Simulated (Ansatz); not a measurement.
MgVFeP₄O₁₄ — ⁵⁷Fe Mössbauer parameters

Cell: a Materials Project structure (computed, not necessarily an observed phase), atoms as given.

```
Mg V Fe P O
1.0
     5.05580    0.00000    0.00000
    -2.08549    6.83398    0.00000
    -0.33215   -0.13882    8.18558
Mg V Fe P O
1 1 1 4 14
Direct
  0.27595 0.06738 0.84916
  0.21101 0.71940 0.48263
  0.81851 0.29210 0.01872
  0.37324 0.50191 0.80234
  0.25329 0.10468 0.23408
  0.77757 0.87819 0.72007
  0.60171 0.49998 0.30431
  0.06797 0.85812 0.67894
  0.19832 0.92444 0.34613
  0.16824 0.49089 0.93136
  0.25070 0.52691 0.62937
  0.36859 0.59805 0.31735
  0.58676 0.88895 0.57564
  0.62834 0.69933 0.83286
  0.46399 0.27061 0.34888
  0.40480 0.07495 0.08015
  0.50265 0.33200 0.80095
  0.70793 0.50899 0.13504
  0.82569 0.57420 0.44162
  0.85643 0.05892 0.83537
  0.99171 0.15762 0.19344
```

Atoms are numbered from 1 in the order listed; like atoms form one site, named after its first atom.

Computed with Ansatz: DFT, PBE, plane waves and PAW, scalar-relativistic, collinear spin, 420 eV cutoff, Γ-centred 7×5×4 k-points, Fermi–Dirac smearing 0.05 eV. Start moments as typed (μB): 1 on each V, 4 on each Fe, none on the rest.

Isomer shifts (against α-Fe) follow from the electron density at the nucleus, δ = α(ρ − ρ₀), with α = -0.366 mm s⁻¹ a₀³ and ρ₀ = 14904.00 a₀⁻³ from a line fitted to 10 measured compounds at this level of theory (rms miss 0.11 mm/s). ΔE_Q = ½eQV_zz(1 + η²/3)^½ with Q = 0.160 b for the 14.4 keV state. B_c is the Fermi-contact field along the atom's own moment; orbital and dipolar fields are not included.

Task: Where do the absorption lines lie when the magnetic splitting is averaged out (above the ordering temperature, with the gradients of this state)?

Result: Fe (1 atom a cell): δ = 1.20, |ΔE_Q| = 1.97 mm/s, a doublet at 0.21 and 2.18 mm/s.

Task: And the six lines of Fe from the contact field alone, leaving the quadrupole term aside?

Result: With |B_c| = 31.7 T and nuclear moments 0.090604 and -0.15532 μN the lines lie at -3.92, -1.76, 0.39, 2.01, 4.16, 6.31 mm/s, in the ratio 3:2:1:1:2:3 for a powder.

The largest force is 1.3 eV/Å, so the atoms aren't at the calculated equilibrium and relaxing them would move these values. The moments were started parallel, and the run ended with some of them reversed. The program didn't check the stability of this electronic state in full, so a lower one may lie near. The run finds no gap above 0.1 eV (a metal, or nearly one), so the gradients can move by 10 % or more with the k-mesh. Semilocal functionals can leave a metal where correlation in the d or f shell opens a gap in the real compound, and that would change the values at and beside Fe and V. With these PAW files V_zz is typically within 2 to 3 % of all-electron values, but misses above 10 % occur on Fe. The run lost the sense of its start on V, where the moments end reversed; a state with other moments may lie lower. The magnetic order is the one that the run reached from its start moments, not necessarily the measured one. Semilocal functionals underestimate the core's spin polarisation, so contact fields of ionic iron come out too small in magnitude.
